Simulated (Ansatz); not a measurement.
Problem. Name crystals whose computed values (LDA (plane waves, PAW; program Ansatz)) fall in these windows: B₀ by P(V) fit (GPa) 50 to 64; highest Γ mode, no LO–TO term (cm⁻¹) 210 to 270.

Solution. 

```csv
crystal,B₀ by P(V) fit (GPa),"highest Γ mode, no LO–TO term (cm⁻¹)"
"Ga, Cmcm (Ga on 8g)",56.7,249
"PbS, NiAs type",59.6,243
"Ga4BiAs3, Amm2 (Pearson symbol oS16)",63.4,259
"Cd2TeS, P3m1 (Cd on 1c, Cd on 1a, Te on 1a, S on 1c)",53.4,268
"Ga2BiAs, R3m (Ga on 3a, Ga on 3a, Bi on 3a, As on 3a)",55.2,245
```
Others may fit too.

Not the usual ambient phase: Ga, Cmcm (Ga on 8g); PbS, NiAs type. Standing as an ambient phase not checked: Ga4BiAs3, Amm2 (Pearson symbol oS16); Cd2TeS, P3m1 (Cd on 1c, Cd on 1a, Te on 1a, S on 1c); Ga2BiAs, R3m (Ga on 3a, Ga on 3a, Bi on 3a, As on 3a). All cells were relaxed under the symmetry of their starts (and spin orders); stability against distortions was not tested throughout. Scalar-relativistic: spin–orbit coupling is off unless named, which matters more the heavier the elements.

Potentials: the later of the program's two PAW sets.
